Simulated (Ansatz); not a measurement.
InPd$_{2}$:
```
InPd2
1.0
    5.62661     0.00000     0.00000
    0.00000     4.17954     0.00000
    0.00000     0.00000     8.24919
In Pd
4 8
Cartesian
  4.65231   1.04489   4.94540
  0.97430   3.13466   3.30379
  3.78761   3.13466   0.82080
  1.83900   1.04489   7.42839
  5.21356   1.04489   2.21155
  0.41305   3.13466   6.03764
  3.22636   3.13466   6.33615
  2.40025   1.04489   1.91304
  3.67988   3.13466   3.52242
  1.94673   1.04489   4.72677
  4.76004   1.04489   7.64702
  0.86657   3.13466   0.60217
```

Relaxed with PBEsol. Special points in fractions of this cell's reciprocal vectors: Γ (0.000, 0.000, 0.000); X (0.500, 0.000, 0.000); S (0.500, 0.500, 0.000); Y (0.000, 0.500, 0.000); Z (0.000, 0.000, 0.500); U (0.500, 0.000, 0.500); R (0.500, 0.500, 0.500); T (0.000, 0.500, 0.500).

List the band energies nearest the Fermi level at these points for plane-wave PAW PBEsol (Ansatz code).

In eV from the Fermi level; about four levels below and three above (degenerate sets whole), none deeper than 8.9 eV; points with the same levels are listed once.

| k | below | above |
|---|---|---|
| Γ | -0.43 -0.37 -0.15 -0.11 | 0.82 0.87 1.71 |
| X | -1.26 -1.26 -0.77 -0.77 | 3.11 3.11 3.19 3.19 |
| S | -0.14 -0.14 -0.14 -0.14 | 0.91 0.91 0.91 0.91 |
| Y | -0.83 -0.83 -0.71 -0.71 | 2.35 2.35 3.07 3.07 |
| Z | -0.57 -0.57 -0.07 -0.07 | 0.43 0.43 1.64 1.64 |
| U | -1.38 -1.38 -0.75 -0.75 | 0.36 0.36 0.64 0.64 |
| R | -0.20 -0.20 -0.20 -0.20 | 1.89 1.89 1.89 1.89 |
| T | -1.12 -1.12 -0.72 -0.72 | 0.39 0.39 0.79 0.79 |

Space group Pnma. The first step of the workflow began from a Materials Project structure, measured or hypothetical; the Crystallography Open Database copy checked does not list it. Whether it is the stable phase at ambient conditions was not checked. Symmetry was held in the PBEsol relaxation; whether a distortion lowers the energy is not shown. The run is not spin-polarised. Scalar-relativistic: spin–orbit coupling is off unless named, which matters more the heavier the elements.

Potentials: the later of the program's two PAW sets.
